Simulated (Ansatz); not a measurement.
Q: Each is relaxed and computed with PBEsol (plane waves, PAW; program Ansatz). Which is the only metal?
A) SiC, Pnma (Si on 4c, C on 4c)
B) Yb3Si5, P-62m (Yb on 3f, Si on 2d, Si on 3g)
C) SiGe, R-3m (Si on 6c, Ge on 6c)
D) SiBi2O5, Cmc2_1 (Pearson symbol oS32)

A: B, Yb3Si5, P-62m (Yb on 3f, Si on 2d, Si on 3g). Yb3Si5: metal; SiBi2O5: gap 2.70 eV; SiGe: gap 0.32 eV (indirect); SiC: gap 2.49 eV (indirect). Caveat: open 4f shells can settle in a state that is not the lowest. Typed or built starts, not in the databases checked: SiGe, R-3m (Si on 6c, Ge on 6c); SiC, Pnma (Si on 4c, C on 4c). Not the usual ambient phase: SiC, Pnma (Si on 4c, C on 4c). Standing as an ambient phase not checked: Yb3Si5, P-62m (Yb on 3f, Si on 2d, Si on 3g); SiBi2O5, Cmc2_1 (Pearson symbol oS32). All cells were relaxed under the symmetry of their starts (and spin orders); stability against distortions was not tested throughout. Rows with no word on spin ran without spin polarisation. No Hubbard U is applied. Spin–orbit coupling is left out wherever it is not named.

Potentials: the later of the program's two PAW sets.
